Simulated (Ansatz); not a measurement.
CoO (NiAs type, P6_3/mmc), plane-wave PAW PBEsol (Ansatz code), all energies at zero smearing, with the estimated change up to a 700 eV cutoff added, with one set of potentials and settings (totals compare only within such a set). Cell of 4 atoms (2 Co, 2 O): -11305.123 eV.

```json
[
 {"element": "Co", "reference phase": "P6_3/mmc, 2 atoms in the cell, spin-polarised", "E (eV/atom)": "-5093.0002"},
 {"element": "O", "reference phase": "C2/m, 4 atoms in the cell, spin-polarised", "E (eV/atom)": "-558.3609"}
]
```

Formation energy per atom, worked out: (-11305.123 − 2×(-5093.0002) − 2×(-558.3609))/4 = -0.600 eV/atom (-58 kJ per mol of atoms), at 0 K, without zero-point energy or fitted corrections.

The start of the workflow was typed in or built on a structure type; neither database checked (COD, Materials Project) lists it. It is not the phase usual at ambient conditions (space group No. 225). Symmetry was held in the PBEsol relaxation, as lowered by the spin order; its stability against distortions is not shown here. The final state is antiferromagnetic, chosen from 5 collinear starts compared on coarse meshes (ties went to the first, and starts can fall back to one state), not a proven ground state. No Hubbard U is applied. The references are the lowest solids computed at this level, not always the standard phases (solids in place of the gases).

Potentials: the earlier of the program's two PAW sets. The files were generated under PBE; for other functionals the program regenerates the frozen cores, and for LDA and PBEsol the local potential too.
